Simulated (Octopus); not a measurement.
SiC (P63mc, No. 186):
```
CELL_PARAMETERS angstrom
      3.07351     0.00000     0.00000
     -1.53676     2.66174     0.00000
      0.00000     0.00000     5.04525
ATOMIC_POSITIONS crystal
  Si 0.33333 0.66667 0.49960
  Si 0.66667 0.33333 0.99960
  C  0.33333 0.66667 0.87540
  C  0.66667 0.33333 0.37540
```
This is not, or not surely, the usual phase at ambient conditions; the cell is a database entry, not relaxed again.

Level: LDA. Code: Octopus 16.4. Numerical set-up: grid spacing about 0.16 Å, Γ-centred 6×6×4 k-mesh, Fermi-Dirac smearing of 0.01 eV, no spin polarisation; PseudoDojo 0.4 LDA potentials. The cell is scaled uniformly. Fractional coordinates stay fixed. Energies of the lowest empty band count from each cell's highest valence level among the special points, at Γ; they are Kohn-Sham values at fixed points of the zone.

```
scale of the cell  ln(V/V₀)  K (eV)  M (eV)  L (eV)
-----------------  --------  ------  ------  ------
0.955               -0.1381   1.919   2.946   3.517
0.965               -0.1069   1.978   2.887   3.456
0.975               -0.0760   2.036   2.831   3.394
0.985               -0.0453   2.091   2.776   3.332
0.995               -0.0150       ?       ?       ?
1.000                0.0000   2.170   2.698   3.235
1.010                0.0299   2.220   2.648   3.169
```

V₀ is the volume of the database cell.

Question: Fit each column by a quadratic in ln V through the rows shown. Give the volume deformation potentials dE/d ln V at the withheld row, and predict that row.

Answer: Fits: K: 2.170 +1.70 x −0.8 x²; M: 2.698 −1.70 x +0.7 x²; L: 3.235 −2.18 x −1.0 x², with x = ln(V/V₀). At x = -0.0150 the slopes are +1.7 eV (K), −1.7 eV (M), −2.1 eV (L). Predicted against computed: 2.144 against 2.144 eV, 2.723 against 2.724 eV, 3.267 against 3.268 eV.

The lowest of these levels is that at K in all rows.
